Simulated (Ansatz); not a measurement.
## A film clamped to a substrate in MgI2

Theory: Ansatz 0.2.0, DFT PBEsol, scalar-relativistic, plane waves, PAW. Cutoff 420 eV, Γ-centred 6×6×4 k-points, Gaussian smearing of 0.05 eV. No spin polarisation. Energies are free energies at this smearing, counted from the undisturbed cell; pressure is positive in compression.

The undisturbed cell (as given, not relaxed at this level; it stands at -0.2 GPa):

```
CELL_PARAMETERS angstrom
4.15370 0.00000 0.00000
-2.07685 3.59721 0.00000
0.00000 0.00000 6.86200
ATOMIC_POSITIONS crystal
Mg 0.00000 0.00000 0.00000
I 0.33333 0.66667 0.75763
I 0.66667 0.33333 0.24237
```

The cell holds layers and no dispersion correction was added, so their binding is poorly described.

The cell (3 atoms, V0 = 102.53 Å³) is strained by p along both x and y and by q along z, fractional coordinates fixed. τp = (1/V0) ∂E/∂p = (σxx + σyy)(1 + p)(1 + q) and τq = (1/V0) ∂E/∂q = σzz(1 + p)², with tension positive.

| p | q | ΔE (meV/atom) | τp (GPa) | τq (GPa) |
| --- | --- | --- | --- | --- |
| 0.000 | 0.000 | 0.00 | 0.62 | -0.07 |
| -0.015 | 0.000 | 1.59 | -1.65 | -0.70 |
| 0.015 | 0.000 | 5.24 | 2.62 | 0.50 |
| 0.000 | -0.015 | 1.37 | -0.01 | -0.79 |
| 0.000 | 0.015 | 0.89 | 1.19 | 0.62 |

Question: Get the second derivatives of the energy density.

Answer: Central differences give A = ∂τp/∂p = 143 GPa (C11 + C22 + 2 C12), C = ∂τq/∂q = 47 GPa (C33) and the cross term B = ∂τq/∂p = 40 GPa (C13 + C23); ∂τp/∂q = 40 GPa must equal B, and any difference shows higher-order terms. The ions are clamped.

Question: A film of this crystal grows with z along the normal on a substrate that imposes p. How does its thickness respond, and what does the misfit cost?

Answer: Count p and q from the stress-free cell. A free surface needs τq = 0, so q = −(B/C) p = -0.85 p. The energy density left is (A − B²/C) p²/2 = M p², with the biaxial modulus M = 54 GPa; a misfit of 1 % costs 1.16 meV/atom, against 1.52 meV/atom if the thickness were held.

Forces appear on the atoms along this scan, and letting them relax would lower the energy and soften the response.